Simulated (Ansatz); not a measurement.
## Al2GaP3 (P31m) at 2 levels of theory

One geometry, relaxed with PBE; plane waves with PAW potentials in Ansatz, scalar-relativistic. No spin polarisation. Gaps are the least over mesh and band path; pressure is positive in compression.

```
Al Ga P
1.0
     6.73059    0.00000    0.00000
    -3.36529    5.82886    0.00000
     0.00000    0.00000    6.38872
Al Ga P
4 2 6
Cartesian
  0.0000 0.0000 0.0025
  2.2438 3.8863 3.1923
  2.2430 0.0000 3.1923
  -1.1215 1.9425 3.1923
  0.0000 3.8859 0.0061
  3.3653 1.9430 0.0061
  0.0000 3.8859 2.4012
  0.0000 0.0000 2.3924
  3.3653 1.9430 2.4012
  2.2449 3.8883 5.5848
  2.2408 0.0000 5.5848
  -1.1204 1.9406 5.5848
```

| level | cutoff (eV) | k mesh | gap (eV) | pressure (GPa) |
| --- | --- | --- | --- | --- |
| PBE | 420 | 6×6×4 | 1.68 | 0.0 |

**Question.** What comes out on the same cell with PBEsol?

**Answer.**
```tsv
level	cutoff (eV)	k mesh	gap (eV)	pressure (GPa)
PBEsol	420	6×6×4	1.56	-2.1
```

The structure comes from a generated guess; another structure or a mixture of phases may lie lower.
